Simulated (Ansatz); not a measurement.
W:
Space group Im-3m (No. 229); a = b = c = 3.1624 Å, α = β = γ = 90.00°

```tsv
atom	site	symmetry	x	y	z
W	2a	m-3m	0.0000	0.0000	0.0000
```
(The calculation used a cell of 1 atom; values per cell refer to that cell.)

This is the r²SCAN+D4-relaxed structure.

All from plane-wave PAW r²SCAN+D4 (Ansatz code), unless another level is named. Predict the Poisson's ratio.

0.28.

And the elastic constants (relaxed ions, GPa)?

C11 = 563, C12 = 205, C44 = 154.

The cell was relaxed with r²SCAN+D4 under the symmetry of its start. No spin polarisation was allowed. The pairwise dispersion correction was not fitted to metals. As this level gives no gap, shear constants depend on the k-mesh and smearing (Fermi–Dirac, 0.1 eV here). Scalar-relativistic: spin–orbit coupling is off unless named, which matters more the heavier the elements.

Potentials: the later of the program's two PAW sets.
